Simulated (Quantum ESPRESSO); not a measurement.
AlGaIn2P4, convergence and cost over cutoff and k mesh

Simulated, not a measurement. The program is pw.x of Quantum ESPRESSO 7.5 (plane-wave density functional theory). The cell is made up: 8 atoms on a zincblende/diamond lattice, with randomly drawn elements, strain and displacements, not relaxed. PseudoDojo standard norm-conserving files (v0.5 for PBE, v0.4.1 for LDA and PBEsol) set the functional; there is no spin polarisation, spin-orbit coupling or dispersion term, and the masses in the input are unused placeholders.

Input of the run in row 4:

```
&control calculation='scf', pseudo_dir='./dojo.nc.sr.pbe.v0_5.standard.upf', outdir='./o', disk_io='low', tprnfor=.true., tstress=.true. /
&system ibrav=0, nat=8, ntyp=4, nbnd=37, ecutwfc=79.96652505, nosym=.true., tot_charge=0,
 occupations='smearing', smearing='fd', degauss=0.0018374661
/
&electrons conv_thr=7.350e-09, electron_maxstep=60, /
ATOMIC_SPECIES
Al 1.0 Al.upf
Ga 1.0 Ga.upf
In 1.0 In.upf
P 1.0 P.upf
CELL_PARAMETERS angstrom
5.7389 0.0 0.0
0.0 5.7389 0.0
0.0 0.0 5.7389
ATOMIC_POSITIONS angstrom
Al -0.1019 0.0767 0.1296
Ga 0.0071 2.8771 2.8745
In 2.9508 -0.0001 2.7998
In 2.8714 2.8016 0.027
P 1.4001 1.5203 1.3899
P 1.5376 4.1575 4.441
P 4.3547 1.3773 4.3361
P 4.3716 4.3581 1.4428
K_POINTS automatic
4 4 4 1 1 1
```

The same cell was run at these settings. Meshes are shifted by half a step, and differences are from the last row, which is itself not exact.

| cutoff (eV) | k mesh | k points solved | threshold (eV) | free energy less the last row's (eV) | pressure (GPa) | largest stress difference (GPa) | largest force difference (eV/Å) | iterations | wall time (s) | k-point pools | processor |
| --- | --- | --- | --- | --- | --- | --- | --- | --- | --- | --- | --- |
| 762 | 2 x 2 x 2 | 4 | 1e-04 | 2.245 | -12.34 | 14.14 | 0.038 | 7 | 9 | 4 | AMD EPYC, Zen 5 class |
| 1088 | 1 x 1 x 1 | 1 | 1e-07 | 7.569 | 6.20 | 4.83 | 0.649 | 11 | 16 | 4 | AMD EPYC, Zen 5 class |
| 594 | 4 x 4 x 4 | 32 | 1e-07 | 24.473 | -105.02 | 106.83 | 0.010 | 11 | 22 | 4 | AMD EPYC, Zen 5 class |
| 1088 | 4 x 4 x 4 | 32 | 1e-07 | 0.007 | 1.78 | 0.01 | 0.001 | 11 | 63 | 4 | AMD EPYC, Zen 5 class |
| 1377 | 6 x 6 x 6 | 108 | 1e-07 | 0.000 | 1.79 | 0.00 | 0.000 | 11 | 216 | 4 | AMD EPYC, Zen 5 class |

Each pool is one process. Wall times include start-up and a band step at six k points, which weighs most on the coarsest meshes. The runs were on shared virtual cores whose load varied, so times are rough.